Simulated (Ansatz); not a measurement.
Here is an unrelaxed guess for Cu3As2.

```cif
data_structure
_symmetry_space_group_name_H-M 'P3m1'
_symmetry_Int_Tables_number 156
_cell_length_a 4.8105
_cell_length_b 4.8105
_cell_length_c 11.7834
_cell_angle_alpha 90.000
_cell_angle_beta 90.000
_cell_angle_gamma 120.000
_cell_volume 236.15
loop_
_atom_site_label
_atom_site_type_symbol
_atom_site_symmetry_multiplicity
_atom_site_Wyckoff_symbol
_atom_site_fract_x
_atom_site_fract_y
_atom_site_fract_z
_atom_site_occupancy
Cu1 Cu 1 a 0.00000 0.00000 0.00000 1
Cu2 Cu 1 b 0.33333 0.66667 0.66667 1
Cu3 Cu 1 c 0.66667 0.33333 0.33333 1
As1 As 1 b 0.33333 0.66667 0.91667 1
As2 As 1 c 0.66667 0.33333 0.58333 1
```

All numbers below come from DFT PBE, scalar-relativistic, plane waves, PAW (Ansatz). Plane waves to 420 eV, a k mesh through Γ of 6×6×2 on the computed 5-atom cell and Gaussian smearing (0.10 eV); no spin polarisation.

The zero of energy is the elements' standard structures at the same level; no fitted shifts are applied.

Question: What does a single point on this coarse mesh give?

Answer: The pressure is -7.0 GPa (the mean over three directions, positive in compression), the largest force is 1.56 eV/Å, and the energy is +1.69 eV/atom against the elements. The shortest distance is 2.95 Å.

Question: Is it a good guess?

Answer: A poor one: relaxing gains about 1.6 eV/atom (the start's value is from the coarse mesh, so the gain is rough) in 45 ionic steps and ends at +0.11 eV/atom on the finer mesh. The symmetry goes from P3m1 (No. 156) to P-3m1 (No. 164). The volume per atom shrinks by 66.4 %, from 47.2 to 15.9 Å³. The shortest distance goes from 2.95 Å (Cu–As) to 2.45 Å (Cu–As). Conventional cell: a = 4.123 Å, c = 5.395 Å. Cu on a site of symmetry -3m is surrounded by 6 Cu at 2.60 Å and 6 As at 2.87 Å; Cu on a site of symmetry 3m is surrounded by 3 As at 2.45 Å, 3 Cu at 2.60 Å, 2 As at 2.66–2.74 Å and 3 Cu at 3.17 Å; As has 3 Cu at 2.45 Å, 5 Cu at 2.66–2.87 Å and 3 As at 3.22 Å.

The last run used a 12×12×8 mesh (in the run's order of axes) for its 5-atom cell and Gaussian smearing of 0.10 eV. The cell is a metal run without spin; a magnetic state may lie lower. The reference form of As is held partly by dispersion forces, which this level lacks. The relaxation can't lower the symmetry of the start, and the grade says only how near the guess is to its own end. Symmetry constrained the relaxation, so the result can be a saddle point.
